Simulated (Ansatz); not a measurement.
A geometry of VSb away from equilibrium: the start of the relaxation of a relaxed VSb cell, doubled along one cell vector, shaken by Gaussian noise of σ = 0.08 Å a coordinate. Calculation: PBEsol (plane waves to 420 eV, PAW, scalar-relativistic; Ansatz, a program for electronic structure). Γ-centred k-mesh 10×10×7 on the run's cell (coarser than for final values), Fermi–Dirac smearing 0.05 eV.

```xyz
8
Lattice="-1.7712 1.7712 5.8286 1.7712 -1.7712 5.8286 3.5424 3.5424 -11.6573" Properties=species:S:1:pos:R:3 pbc="T T T"
V     -0.0865     0.0567     2.9144
V      1.7424     1.9114    -3.0732
V     -0.0393     1.8058     5.7563
V      1.7968     3.5579    -0.0768
Sb     0.0082    -0.0821     7.7424
Sb     1.8423     1.7118     1.9270
Sb     1.7783    -0.0325     4.8371
Sb     3.4319     1.6873    -0.9401
```

**Question.** Which atoms carry the largest force, and which way does it point?

**Answer.** 2.99 eV/Å, on V2 (atoms numbered as listed); on V2 its components are (0.65, -2.61, 1.30).

**Question.** What is the pressure?

**Answer.** +1.9 GPa, compression positive.

No spin polarisation in the result.

The end of the path is a generated cell of VSb: the first start was made by placing the elements on the sites of a structure type, and the end was not matched to a known phase here, so it may be hypothetical.
